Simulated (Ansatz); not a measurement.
**LaP (rocksalt structure)**

**What was measured.** A cell as deposited of cubic LaP (space group Fm-3m), temperature not stated, from the Crystallography Open Database (1991), has a = 6.025 Å and 27.34 Å³/atom.

Level of theory: DFT, PBEsol, scalar-relativistic, no spin polarisation; plane waves to 420 eV with PAW datasets (Ansatz 0.2.0), Γ-centred 10×10×10 mesh, 0.05 eV Gaussian smearing. The datasets are Ansatz's generated set soft_2.

```
La P
1.0
     0.00000    2.98931    2.98931
     2.98931    0.00000    2.98931
     2.98931    2.98931    0.00000
La P
1 1
Cartesian
  2.9893 2.9893 2.9893
  0.0000 0.0000 0.0000
```

The start was a prototype's sites filled with these elements; the Crystallography Open Database holds the compound in this structure.

The cell above was scaled in volume, its shape and atoms being fixed by the lattice's symmetry. Energies are counted from the cell above.

The cell is relaxed to zero pressure at this level.

```csv
V (Å³/atom),ΔE (meV/atom),P from the stress (GPa)
25.644,11.02,3.43
26.178,2.64,1.62
26.712,0.00,-0.01
27.247,2.52,-1.48
27.781,9.66,-2.80
```

Task: Do the energies and the pressures agree? Compare −ΔE/ΔV between neighbouring points (1 meV/Å³ = 0.1602 GPa) with the mean of their pressures.

Result: 
```
interval (Å³/atom)  −ΔE/ΔV (GPa)  mean P (GPa)
    25.64 to 26.18           2.5           2.5
    26.18 to 26.71           0.8           0.8
    26.71 to 27.25          -0.8          -0.7
    27.25 to 27.78          -2.1          -2.1
```
They differ by 0.02 GPa at most.

Task: What do the two routes give for V0, B0 and B0′?

Result: A third-order Birch–Murnaghan fit of the energies: V0 = 26.71 Å³/atom, B0 = 77 GPa, B0′ = 4.4. A polynomial of P in ln V, with B = −dP/d ln V at P = 0: V0 = 26.71 Å³/atom, B0 = 77 GPa, B0′ = 4.2.

B0·V0 = 77.3 GPa × 26.71 Å³ = 12.88 eV/atom sets the scale: near the minimum ΔE ≈ ½ B0 V0 x², with x = V/V0 − 1, and a pressure of 0.8 GPa squeezes the volume by about 1 %. At the ends of the curve: x = −4.0 % predicts 10.2 meV/atom and the run gives 11.0; x = +4.0 % predicts 10.4 meV/atom and the run gives 9.7. Compression costs more and expansion less than the parabola says, since the crystal stiffens as it shrinks; B0′ measures that.

**Against experiment.** PBEsol gives 5.979 Å and 26.71 Å³/atom, −2.3 % in volume (−0.8 % in length) from the database's cell. PBEsol was built to cure PBE's overestimate of volumes, and the static lattice lacks thermal expansion. The database's entry may also be off.

Spin–orbit coupling, which matters for such heavy elements, is left out. The run is a metal.
